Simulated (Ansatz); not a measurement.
CaB₆ (space group Pm-3m): values from a third-order Birch-Murnaghan fit to a volume scan beside measured ones. Computed values: r2SCAN (plane waves to 500 eV, PAW, scalar-relativistic; Ansatz, a quantum-chemistry and plane-wave program). CaB6 was relaxed with its symmetry unable to fall.

```json
[
 {"quantity": "Lattice constant a (Å)", "reference": "4.1514", "kind": "measured, room temperature or unstated"}
]
```

References as given in: David J. Singh, Physical Review B (2010), arXiv:1009.1807. Values not taken to low temperature hold thermal and zero-point shifts that a static calculation lacks, so small differences there are no errors of the method.

Question: What does r2SCAN give, and how far is that from the reference?

Answer: 
| quantity | r2SCAN | difference |
|---|---|---|
| Lattice constant a (Å) | 4.137 | -0.4 % |



(Under strain, the slope of the energy per volume gives the stress and its curvature an elastic modulus.)
